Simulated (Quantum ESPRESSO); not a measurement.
## ZnCa2MgO4 (input and log of a self-consistent run)

Simulated, not a measurement. The program is pw.x of Quantum ESPRESSO 7.5 (plane-wave density functional theory). The cell is made up: 8 atoms on a rocksalt lattice, with randomly drawn elements, strain and displacements, not relaxed. PseudoDojo standard norm-conserving files (v0.5 for PBE, v0.4.1 for LDA and PBEsol) set the functional; there is no spin polarisation, spin-orbit coupling or dispersion term, and the masses in the input are unused placeholders.

Input:

```
&control calculation='scf', pseudo_dir='./dojo.nc.sr.pbe.v0_5.standard.upf', outdir='./o', disk_io='medium', tprnfor=.true., tstress=.true. /
&system ibrav=0, nat=8, ntyp=4, nbnd=43, ecutwfc=84.00895049, nosym=.true., tot_charge=0,
 occupations='smearing', smearing='fd', degauss=0.0018374661
/
&electrons conv_thr=7.350e-09, electron_maxstep=60, /
ATOMIC_SPECIES
Ca 1.0 Ca.upf
Mg 1.0 Mg.upf
O 1.0 O.upf
Zn 1.0 Zn.upf
CELL_PARAMETERS angstrom
4.5103 0.0649 0.0211
0.063 4.4199 0.0214
0.0215 0.0218 4.4773
ATOMIC_POSITIONS angstrom
Zn 0.0339 -0.0036 0.0493
Ca 0.0075 2.2077 2.3101
Ca 2.2388 0.0715 2.2454
Mg 2.1967 2.2731 0.0157
O 2.2936 0.0105 0.0852
O 2.2932 2.2014 2.2255
O 4.5061 0.0667 2.3008
O 4.5522 2.2948 0.0324
K_POINTS automatic
4 4 4 1 1 1
```

The log is shortened where brackets say so; the opening notice, blank lines, dates and the lines on written files are dropped, and the path of the files is cut. It prints rydbergs, bohrs and kilobars, and counts compression as positive stress.

```
     Program PWSCF v.7.5
     Parallel version (MPI & OpenMP), running on       1 processor cores
     Number of MPI processes:                 1
     Threads/MPI process:                     1
     [start-up lines left out]
     bravais-lattice index     =            0
     lattice parameter (alat)  =       8.5242  a.u.
     unit-cell volume          =     602.1738 (a.u.)^3
     number of atoms/cell      =            8
     number of atomic types    =            4
     number of electrons       =        74.00
     number of Kohn-Sham states=           43
     kinetic-energy cutoff     =      84.0090  Ry
     charge density cutoff     =     336.0358  Ry
     scf convergence threshold =      7.3E-09
     mixing beta               =       0.7000
     number of iterations used =            8  plain     mixing
     Exchange-correlation= PBE
                           (   1   4   3   4   0   0   0)
     [axes and pseudopotential details left out]
   Cartesian axes
     site n.     atom                  positions (alat units)
         1        Zn     tau(   1) = (   0.0075153  -0.0007981   0.0109293  )
         2        Ca     tau(   2) = (   0.0016627   0.4894236   0.5121246  )
         3        Ca     tau(   3) = (   0.4963182   0.0158508   0.4977813  )
         4        Mg     tau(   4) = (   0.4869850   0.5039221   0.0034805  )
         5        O      tau(   5) = (   0.5084667   0.0023277   0.0188879  )
         6        O      tau(   6) = (   0.5083781   0.4880270   0.4933697  )
         7        O      tau(   7) = (   0.9989545   0.0147867   0.5100629  )
         8        O      tau(   8) = (   1.0091743   0.5087328   0.0071827  )
     number of k points=    32  Fermi-Dirac smearing, width (Ry)=  0.0018
                       cart. coord. in units 2pi/alat
        k(    1) = (   0.1226289   0.1252194   0.1247372), wk =   0.0625000
        k(    2) = (   0.1214679   0.1240164   0.3766201), wk =   0.0625000
     [further k points left out]
     Dense  grid:    62655 G-vectors     FFT dimensions: (  50,  50,  50)
     Estimated max dynamical RAM per process >      85.98 MB
     Initial potential from superposition of free atoms
     starting charge      73.9892, renormalised to      74.0000
     Starting wfcs are   41 randomized atomic wfcs +    2 random wfcs
     total cpu time spent up to now is        5.6 secs
     per-process dynamical memory:    49.7 Mb
     Self-consistent Calculation
     iteration #  1     ecut=    84.01 Ry     beta= 0.70
     Davidson diagonalization with overlap
     ethr =  1.00E-02,  avg # of iterations =  6.8
     total cpu time spent up to now is       24.1 secs
     total energy              =    -823.68481987 Ry
     estimated scf accuracy    <       2.11673463 Ry
     iteration #  2     ecut=    84.01 Ry     beta= 0.70
     Davidson diagonalization with overlap
     ethr =  2.86E-03,  avg # of iterations =  4.1
     total cpu time spent up to now is       39.4 secs
     total energy              =    -824.02459760 Ry
     estimated scf accuracy    <       3.54152602 Ry
     iteration #  3     ecut=    84.01 Ry     beta= 0.70
     Davidson diagonalization with overlap
     ethr =  2.86E-03,  avg # of iterations =  3.2
     total cpu time spent up to now is       52.1 secs
     total energy              =    -824.71325327 Ry
     estimated scf accuracy    <       0.03115363 Ry
     iteration #  4     ecut=    84.01 Ry     beta= 0.70
     Davidson diagonalization with overlap
     ethr =  4.21E-05,  avg # of iterations =  7.7
     total cpu time spent up to now is       71.0 secs
     total energy              =    -824.73104086 Ry
     estimated scf accuracy    <       0.03812334 Ry
     iteration #  5     ecut=    84.01 Ry     beta= 0.70
     Davidson diagonalization with overlap
     ethr =  4.21E-05,  avg # of iterations =  2.0
     total cpu time spent up to now is       81.9 secs
     total energy              =    -824.73612550 Ry
     estimated scf accuracy    <       0.00303361 Ry
     [iterations 6 to 7 left out]
     iteration #  8     ecut=    84.01 Ry     beta= 0.70
     Davidson diagonalization with overlap
     ethr =  1.46E-07,  avg # of iterations =  2.0
     total cpu time spent up to now is      122.5 secs
     total energy              =    -824.73687213 Ry
     estimated scf accuracy    <       0.00001798 Ry
     iteration #  9     ecut=    84.01 Ry     beta= 0.70
     Davidson diagonalization with overlap
     ethr =  2.43E-08,  avg # of iterations =  3.1
     total cpu time spent up to now is      135.4 secs
     total energy              =    -824.73687619 Ry
     estimated scf accuracy    <       0.00000044 Ry
     iteration # 10     ecut=    84.01 Ry     beta= 0.70
     Davidson diagonalization with overlap
     ethr =  5.90E-10,  avg # of iterations =  4.8
     total cpu time spent up to now is      151.4 secs
     total energy              =    -824.73687644 Ry
     estimated scf accuracy    <       0.00000027 Ry
     iteration # 11     ecut=    84.01 Ry     beta= 0.70
     Davidson diagonalization with overlap
     ethr =  3.60E-10,  avg # of iterations =  2.0
     total cpu time spent up to now is      161.9 secs
     total energy              =    -824.73687646 Ry
     estimated scf accuracy    <       0.00000004 Ry
     iteration # 12     ecut=    84.01 Ry     beta= 0.70
     Davidson diagonalization with overlap
     ethr =  5.54E-11,  avg # of iterations =  3.9
     total cpu time spent up to now is      173.9 secs
     End of self-consistent calculation
     [lines on levels left out]
!    total energy              =    -824.73687647 Ry
     estimated scf accuracy    <          1.8E-09 Ry
     smearing contrib. (-TS)   =      -0.00000000 Ry
     internal energy E=F+TS    =    -824.73687647 Ry
     The total energy is F=E-TS. E is the sum of the following terms:
     one-electron contribution =    -437.09552583 Ry
     hartree contribution      =     251.54227984 Ry
     xc contribution           =    -124.62831719 Ry
     ewald contribution        =    -514.55531328 Ry
     convergence has been achieved in  12 iterations
     Forces acting on atoms (cartesian axes, Ry/au):
     atom    1 type  4   force =    -0.01199233    0.00033532   -0.00094437
     atom    2 type  1   force =     0.00087063    0.00665566   -0.02749080
     atom    3 type  1   force =     0.00890097   -0.03420637    0.02648383
     atom    4 type  2   force =     0.01687395   -0.00685473    0.01160893
     atom    5 type  3   force =    -0.01072245    0.00208031   -0.04042551
     atom    6 type  3   force =    -0.01291865    0.03627813    0.01092771
     atom    7 type  3   force =     0.00268156   -0.00054287   -0.00069088
     atom    8 type  3   force =     0.00630633   -0.00374544    0.02053110
     Total force =     0.084865     Total SCF correction =     0.000039
     Computing stress (Cartesian axis) and pressure
          total   stress  (Ry/bohr**3)                   (kbar)     P=      131.56
   0.00074875  -0.00016137  -0.00005550          110.14      -23.74       -8.16
  -0.00016137   0.00110168  -0.00005736          -23.74      162.06       -8.44
  -0.00005550  -0.00005736   0.00083246           -8.16       -8.44      122.46
     init_run     :      5.11s CPU      5.52s WALL (       1 calls)
     electrons    :    159.92s CPU    168.33s WALL (       1 calls)
     forces       :      2.32s CPU      2.34s WALL (       1 calls)
     stress       :      9.13s CPU      9.18s WALL (       1 calls)
     [timing details left out]
     PWSCF        :   2m56.65s CPU   3m 5.66s WALL
     JOB DONE.
```

In other units: free energy -11221.117 eV for the cell, pressure 13.16 GPa, largest force component 1.039 eV/Å. A rerun of the same cell at another strain at 1437 eV and a 6 x 6 x 6 mesh moved values by no more than 0.002 eV in energy, 0.04 GPa in stress and 0.007 eV/Å in force.